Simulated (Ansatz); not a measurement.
NiSb (NiAs type, space group No. 194) at seven volumes, PBE in the plane-wave PAW code Ansatz, shape and atoms relaxed at each. One row is withheld.

| V (Å³/atom) | P (GPa) |
|---|---|
| 16.054 | 13.48 |
| 16.584 | 8.16 |
| 17.113 | 3.70 |
| 17.642 | 0.00 |
| 18.171 | -3.09 |
| 18.701 | ? |
| 19.230 | -7.80 |

**Question.** Fit the shown pressures and predict the withheld one.

**Answer.** P = (3/2)B₀(x^(7/2) − x^(5/2))[1 + (3/4)(B′ − 4)(x − 1)] with x = (V₀/V)^(2/3). Least squares on the six rows gives V₀ = 17.642 Å³/atom, B₀ = 113 GPa, B′ = 5.06. At V = 18.701, x = 0.9619 and P = -5.69 GPa. The run itself gave -5.67 GPa.

Space group P6_3/mmc (NiAs type). Symmetry was held in the PBE relaxation; of distortions, only those at the zone centre were tested. The workflow began spin-polarised and lost its moments. Spin–orbit coupling is left out wherever it is not named.

Potentials: the later of the program's two PAW sets.
